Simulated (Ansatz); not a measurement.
Method: DFT PBE, scalar-relativistic, plane waves, PAW in Ansatz 0.2.0. All cells share a 420 eV cutoff and Γ-centred k meshes spaced at most about 0.3 Å⁻¹ (about 0.25 or finer for metals, 2π included). No spin polarisation in the final relaxations.

All energies are static (0 K, no zero-point motion).

Compare these two cells of V₂SiN₂, each relaxed at this level.

A.

Space group P-6m2 (No. 187). a = 4.118 Å, b = 4.118 Å, c = 3.839 Å, α = 90.00°, β = 90.00°, γ = 120.00°
| atom | site | symmetry | x | y | z |
| --- | --- | --- | --- | --- | --- |
| V | 1c | -6m2 | 0.3333 | 0.6667 | 0.0000 |
| V | 1f | -6m2 | 0.6667 | 0.3333 | 0.5000 |
| Si | 1b | -6m2 | 0.0000 | 0.0000 | 0.5000 |
| N | 1d | -6m2 | 0.3333 | 0.6667 | 0.5000 |
| N | 1e | -6m2 | 0.6667 | 0.3333 | 0.0000 |

B.

Space group Cmmm (No. 65). a = 3.895 Å, b = 11.146 Å, c = 2.813 Å, α = 90.00°, β = 90.00°, γ = 90.00°
```csv
atom,site,symmetry,x,y,z
V,4i,m2m,0.0000,0.3296,0.0000
Si,2a,mmm,0.0000,0.0000,0.0000
N,4i,m2m,0.0000,0.1641,0.0000
```

Question: Which form is favoured at zero pressure, and by what margin per atom?

Answer: B is lower, by 243 meV/atom. A has space group P-6m2 (No. 187), 11.3 Å³/atom and no gap on its mesh; B has space group Cmmm (No. 65), 12.2 Å³/atom and no gap. The shortest distance is 1.92 Å (V–N) in A and 1.83 Å (Si–N) in B. The lower one is the more open, so pressure narrows the difference. In A, V on its first site has 2 N at 1.92 Å and 3 N at 2.38 Å; around Si lie 3 N at 2.38 Å and 3 V at 2.38 Å; N on its first site is surrounded by 2 V at 1.92 Å, 3 Si at 2.38 Å and 3 V at 2.38 Å; 2 more sites not described. In B, V has 3 N at 1.84–1.95 Å, 2 V at 2.63 Å, 2 Si at 2.72 Å and 2 V at 2.81 Å; Si is surrounded by 2 N at 1.83 Å and 4 V at 2.72 Å; around N lie 1 Si at 1.83 Å and 3 V at 1.84–1.95 Å. Both come from invented guesses. A third cell relaxed alike, in C2, lies 0.33 eV/atom below the lower of the two; the P-6m2 cell fell into it when its atoms were moved at random.

Trial moments died out on the coarse mesh in P-6m2 and Cmmm; another magnetic start might hold. Cells relaxed within their symmetry can be saddle points.
